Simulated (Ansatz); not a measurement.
Input file for Ansatz (a quantum-chemistry and plane-wave program):

Ansatz 0.2 input:
```yaml
crystal:
  lattice:
    - [1.3914296229, 0.8033422674, 5.8534644674]
    - [-1.3914296229, 0.8033422674, 5.8534644674]
    - [0.0, -1.6066845347, 5.8534644674]
  atoms:
    - { symbol: Co, position: [0.5, 0.5, 0.5] }
    - { symbol: Pt, position: [0.0, 0.0, 0.0] }
    - { symbol: O, position: [0.887693351, 0.887693351, 0.887693351] }
    - { symbol: O, position: [0.112306649, 0.112306649, 0.112306649] }
kpoints:
  mp_grid: { grid: [17, 17, 17] }
hamiltonian:
  xc: lda
  pseudopotentials: { kind: paw }
scf:
  occupations: { method: fermi_dirac, width: 0.1 }
phonons:
  method: dfpt
  response_accuracy: low
  eigenvectors: true
  rigid_motions: translations
```

Output (shortened):

```
Pseudopotential: Co, paw, valence charge 17
Pseudopotential: Pt, paw, valence charge 18
Pseudopotential: O, paw, valence charge 6
Functional definition: SPW92
Crystal: 4 atoms, lattice volume = 39.258 Å³
Basis set: ecut = 420 eV, 769 PW (Γ), exchange–correlation on 90×90×90 points (8 copies of the dense FFT grid, shifted against one another)
Bands: 29, of which v1, the nominal top of the filled ones, is band 24 counted from 1 (23 counted from 0)
Symmetry: 12 space group operations
k-points: 1305 of 4913 (irreducible under 2 space group operations, time reversal used)
SCF iter   1: F=—  HF=-18417.056132 eV  |F-HF|=—  |Δ(HF+E_count)|=         —  Δρ=2.19e-2  dr2=1.47e-1  ethr=1.77e-3  ⟨swp⟩=6.0  Hψ=149793  notcnv=0
preconditioner: auto → Kerker (q_TF=auto, 2.811 Å⁻¹)
SCF iter   2: F=—  HF=-18417.028268 eV  |F-HF|=—  |Δ(HF+E_count)|=   2.79e-2  Δρ=1.07e-2  dr2=4.64e-2  ethr=3.12e-4  ⟨swp⟩=2.0  Hψ=52221  notcnv=0
SCF iter   3: F=—  HF=-18417.020672 eV  |F-HF|=—  |Δ(HF+E_count)|=   7.60e-3  Δρ=1.90e-3  dr2=1.84e-3  ethr=9.87e-5  ⟨swp⟩=1.8  Hψ=42250  notcnv=0
SCF iter   4: F=—  HF=-18417.020399 eV  |F-HF|=—  |Δ(HF+E_count)|=   2.73e-4  Δρ=7.95e-4  dr2=5.97e-4  ethr=3.92e-6  ⟨swp⟩=2.3  Hψ=58177  notcnv=0
SCF iter   5: F=—  HF=-18417.020338 eV  |F-HF|=—  |Δ(HF+E_count)|=   6.05e-5  Δρ=1.97e-4  dr2=6.79e-5  ethr=1.27e-6  ⟨swp⟩=1.0  Hψ=37845  notcnv=0
SCF iter   6: F=—  HF=-18417.020328 eV  |F-HF|=—  |Δ(HF+E_count)|=   1.03e-5  Δρ=1.01e-4  dr2=9.86e-6  ethr=1.45e-7  ⟨swp⟩=1.1  Hψ=38933  notcnv=0
SCF iter   7: F=—  HF=-18417.020325 eV  |F-HF|=—  |Δ(HF+E_count)|=   3.01e-6  Δρ=4.91e-5  dr2=1.00e-6  ethr=2.10e-8  ⟨swp⟩=1.0  Hψ=37849  notcnv=0
SCF iter   8: F=—  HF=-18417.020348 eV  |F-HF|=—  |Δ(HF+E_count)|=   2.29e-5  Δρ=1.18e-5  dr2=2.34e-8  ethr=2.13e-9  ⟨swp⟩=1.1  Hψ=37928  notcnv=0
SCF iter  12: F=-18417.020348 eV  HF=-18417.020348 eV  |F-HF|=3.64e-12  |Δ(HF+E_count)|=  1.46e-11  Δρ=7.72e-8  dr2=2.31e-12  ethr=1.00e-12  ⟨swp⟩=5.7  Hψ=158456  notcnv=0
SCF 1 converged in 12 iterations: F = -18417.020348 eV  dr2 = 2.31e-12
DFPT response loops at Γ: preconditioner auto → Kerker (q_TF=auto, 2.811 Å⁻¹) (partly filled bands, converged f_vac=0.001) …
the response loops of the zone centre start from zero, take more passes and end by a threshold …
SCF converged after 12 iterations
Free energy (F): -18417.020348 eV
Harris-Foulkes:  -18417.020348 eV  (|F-HF|=3.64e-12)
Internal energy: -18416.992678 eV  (E = F + TS)
E sigma→0 (E₀):  -18417.006513 eV
Entropy (-TS):   -0.027669 eV (-6.917 meV/atom)
Fermi energy:    17.312399 eV
--- Per-component energies (eV) ---
  E_band       = -445.754317
  E_kinetic    = 1441.057882
  E_local      = -5574.122882  (includes V_loc(G=0)·N_el)
  E_nonlocal   = 768.197582
  E_hartree    = 2232.933021
  E_xc         = -562.472788
  E_vxc        = -693.145670  (∫ρ·V_xc dr)
  E_paw        = -10922.583314  (= ΣΔE_a)
  E_vpaw       = -853.612122  (= ΣTr[D̂ρ^β])
  E_aug_tail   = 0.004930  (compensation charges beyond the density's cutoff)
  E_ewald      = -5801.083073
  E_core_change = 1.075963  (= ΣΔE_core)
  E_smearing   = -0.027669  (= −TS)
  E_closure    = 0.000000  (closes the sum)
  Σ components = -18417.020348   (vs F -18417.020348, Δ=0.00e0)
  [band-id]    e_kinetic+e_local+e_nonlocal+2·e_hartree+e_vxc+e_vpaw+e_augmentation_tail = -445.754237   (vs E_band -445.754317, Δ=7.94e-5)
--- Band table (eV; the first three rows and the last of 1305) ---
  k-point 0: bands = ["-81.7351", "-77.6734", "-41.3670", "-41.3670", "-41.3415", "-36.2498", "-35.4935", "-35.4935", "-4.6048", "-2.4260", "7.0219", "9.7222", "10.3011", "10.3011", "12.4216", "13.7629", "13.7629", "13.8338", "13.8338", "15.2983", "15.2983", …
  k-point 1: bands = ["-81.7345", "-77.6730", "-41.3704", "-41.3678", "-41.3410", "-36.2484", "-35.5052", "-35.4964", "-4.5590", "-2.4225", "7.0778", "9.8274", "10.1659", "10.3221", "12.5425", "13.4983", "13.6116", "13.7988", "13.9473", "15.2533", "15.3190", …
  k-point 2: bands = ["-81.7325", "-77.6721", "-41.3800", "-41.3701", "-41.3394", "-36.2444", "-35.5387", "-35.5047", "-4.4252", "-2.4131", "7.2376", "9.8548", "10.1242", "10.3818", "12.7470", "12.9562", "13.3049", "13.6585", "14.2176", "14.9831", "15.3218", …
  k-point 1304: bands = ["-81.7345", "-77.6731", "-41.3704", "-41.3678", "-41.3409", "-36.2486", "-35.5052", "-35.4964", "-4.2788", "-2.8850", "8.8092", "9.4359", "10.1239", "10.4670", "10.7449", "12.7996", "12.9576", "13.7778", "13.9336", "15.3836", …
--- Phonons (Γ-DFPT): 6 representative perturbations + reference, on 1305 of 4913 k-points (Σ response iterations 51) ---
  ASR residual: 2.078e-3 → 0.000e0 eV/Å²; symmetrization residual: 1.135e-4 eV/Å²
  ASR residual per site (eV/Å²): 2.08e-3 6.69e-4 2.63e-4 2.63e-4
  Γ frequencies (cm⁻¹): 0.00 0.00 0.00 165.60 165.60 305.25 514.70 514.70 698.75 698.75 718.64 728.64
  non-analytic LO–TO correction: not included (Born effective charges unavailable; polar crystals: no LO–TO splitting at Γ)
```

Cost: very roughly 90 core-minutes on shared cores.

Space group R-3m. The cell was relaxed with LDA under the symmetry of its start; of distortions, only those at the zone centre were tested. No spin polarisation was allowed. No Hubbard U is applied. Without spin polarisation and U, an open-shell compound can come out a false metal. As this level gives no gap, phonon frequencies hold no LO–TO term and depend on the k-mesh and smearing (Fermi–Dirac, 0.1 eV here). Spin–orbit coupling is left out wherever it is not named.

Potentials: the later of the program's two PAW sets.

Ansatz is a plane-wave DFT program.
